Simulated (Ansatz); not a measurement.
WC in space group P-6m2 (No. 187; W on 1a, C on 1f) under volume change, PBEsol (plane waves, PAW; program Ansatz), shape and atoms relaxed at each volume.

```json
[
 {"V (Å³/atom)": "9.361", "E − E(relaxed) (meV/atom)": "124.6", "P (GPa)": "46.80"},
 {"V (Å³/atom)": "9.670", "E − E(relaxed) (meV/atom)": "52.3", "P (GPa)": "28.68"},
 {"V (Å³/atom)": "9.978", "E − E(relaxed) (meV/atom)": "?", "P (GPa)": "?"},
 {"V (Å³/atom)": "10.287", "E − E(relaxed) (meV/atom)": "0.0", "P (GPa)": "0.00"},
 {"V (Å³/atom)": "10.595", "E − E(relaxed) (meV/atom)": "11.1", "P (GPa)": "-11.27"},
 {"V (Å³/atom)": "10.904", "E − E(relaxed) (meV/atom)": "42.4", "P (GPa)": "-20.89"},
 {"V (Å³/atom)": "11.213", "E − E(relaxed) (meV/atom)": "?", "P (GPa)": "?"}
]
```

Some entries are withheld; supply them.


- 11.213, E − E(relaxed) (meV/atom): 90.7
- 11.213, P (GPa): -29.11
- 9.978, E − E(relaxed) (meV/atom): 12.4
- 9.978, P (GPa): 13.21

What does a third-order Birch–Murnaghan fit give for V₀, B₀ and B′?

V₀ = 10.29 Å³/atom, B₀ = 406 GPa, B′ = 4.3.

The cell was relaxed with PBEsol under the symmetry of its start; of distortions, only those at the zone centre were tested. No spin polarisation was allowed. Spin–orbit coupling is left out wherever it is not named.

Potentials: the earlier of the program's two PAW sets.
